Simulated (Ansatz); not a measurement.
# Ba-135 NMR of the central transition in BaTiO3

Cell: a COD entry, its atoms then relaxed with PBE in this cell.

```cif
data_structure
_symmetry_space_group_name_H-M 'P 1'
_symmetry_Int_Tables_number 1
_cell_length_a 3.9998
_cell_length_b 3.9998
_cell_length_c 4.0180
_cell_angle_alpha 90.000
_cell_angle_beta 90.000
_cell_angle_gamma 90.000
_cell_volume 64.28
loop_
_atom_site_label
_atom_site_type_symbol
_atom_site_fract_x
_atom_site_fract_y
_atom_site_fract_z
_atom_site_occupancy
Ba1 Ba 0.00000 0.00000 0.99703 1
Ti2 Ti 0.50000 0.50000 0.48265 1
O3 O 0.50000 0.50000 0.02227 1
O4 O 0.50000 0.00000 0.51302 1
O5 O 0.00000 0.50000 0.51302 1
```

Sites (sets of like atoms) are named by element and the number of their first atom in this list.

Computed with Ansatz: DFT, PBE, plane waves and PAW, scalar-relativistic, 420 eV cutoff, Γ-centred 8×8×8 k-points, Fermi–Dirac smearing 0.02 eV.

Ba-135 has I = 3/2 and Q = 153.0 mb (Pyykkö 2018); at 11.7 T its Larmor frequency is ν₀ = 49.8 MHz (from the bare nuclear moment; shielding lowers the observed one by a per cent or two). Only the quadrupole interaction is simulated: positions count from each site's isotropic chemical shift, and shift anisotropy, dipolar and J coupling are left out.

Simulated pattern of one Ba site (static powder, Gaussian broadening 0.5 kHz):

| offset (kHz) | height |
| --- | --- |
| -12.09 | 0 |
| -11.46 | 15 |
| -10.84 | 100 |
| -10.21 | 63 |
| -9.59 | 46 |
| -8.96 | 38 |
| -8.34 | 34 |
| -7.72 | 31 |
| -7.09 | 29 |
| -6.47 | 28 |
| -5.84 | 26 |
| -5.22 | 25 |
| -4.60 | 25 |
| -3.97 | 24 |
| -3.35 | 23 |
| -2.72 | 24 |
| -2.10 | 23 |
| -1.47 | 23 |
| -0.85 | 23 |
| -0.23 | 22 |
| 0.40 | 18 |
| 1.02 | 19 |
| 1.65 | 20 |
| 2.27 | 21 |
| 2.89 | 22 |
| 3.52 | 24 |
| 4.14 | 27 |
| 4.77 | 32 |
| 5.39 | 44 |
| 6.02 | 71 |
| 6.64 | 11 |
| 7.26 | 0 |

Question: Which |C_Q| and η does the pattern imply?

Answer: The pattern spans 17.2 kHz before broadening and its centre of gravity is at -3.31 kHz, which fixes P_Q; the places of the horns and steps fix η. That gives P_Q = 2.57 MHz, |C_Q| = 2.57 MHz and η = 0.00. The sign of C_Q can't be read from the pattern.

An axis of threefold or higher order runs through Ba, so V_zz lies along it and η is zero.

At this cell the principal stresses reach 5 GPa in size with PBE, which can matter for small gradients. Without spin–orbit coupling (the program notes it for Ba) the gradients are little affected as a rule: paired runs on crystals with a gap mostly move them by under 2 % at such atoms.
